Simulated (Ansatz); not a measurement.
Cr₃GeN:
```
CELL_PARAMETERS angstrom
      5.22981     0.00000     0.00000
      0.00000     5.22981     0.00000
      0.00000     0.00000     3.94192
ATOMIC_POSITIONS crystal
  Cr 0.20641 0.70641 0.92186
  Cr 0.70641 0.79359 0.07814
  Cr 0.79359 0.29359 0.92186
  Cr 0.29359 0.20641 0.07814
  Cr 0.50000 0.50000 0.50000
  Cr 0.00000 0.00000 0.50000
  Ge 0.00000 0.50000 0.44381
  Ge 0.50000 0.00000 0.55619
  N  0.00000 0.00000 0.00000
  N  0.50000 0.50000 0.00000
```

Relaxed with PBEsol. Special points in fractions of this cell's reciprocal vectors: Γ (0.000, 0.000, 0.000); X (0.000, 0.500, 0.000); M (0.500, 0.500, 0.000); Z (0.000, 0.000, 0.500); R (0.000, 0.500, 0.500); A (0.500, 0.500, 0.500).

Task: List the band energies nearest the Fermi level at these points for DFT-PBEsol in the program Ansatz with PAW potentials.

Result: In eV from the Fermi level; about four levels below and three above (degenerate sets whole), none deeper than 8.9 eV; points with the same levels are listed once.

| k | below | above |
|---|---|---|
| Γ | -0.44 -0.37 -0.18 -0.18 | 0.14 0.17 0.54 |
| X | -0.69 -0.69 -0.28 -0.28 | 0.39 0.39 0.52 0.52 |
| M | -0.48 -0.48 -0.17 -0.17 | 0.55 0.55 0.95 0.95 |
| Z | -0.62 -0.59 -0.52 -0.13 | 0.28 0.45 1.23 1.23 |
| R | -1.08 -1.08 -0.75 -0.75 | 0.03 0.03 0.23 0.23 |
| A | -1.06 -1.06 -0.01 -0.01 | 0.36 0.36 0.55 0.55 |

Space group P-42_1m. The first step of the workflow began from a Materials Project structure, measured or hypothetical; the Crystallography Open Database files this formula in space group No. 113, but the cells were not matched. Its standing as an ambient phase is unchecked. The PBEsol relaxation kept the symmetry of its start; of distortions, only those at the zone centre were tested. No spin polarisation was allowed. Spin–orbit coupling is left out wherever it is not named.

Potentials: the later of the program's two PAW sets.
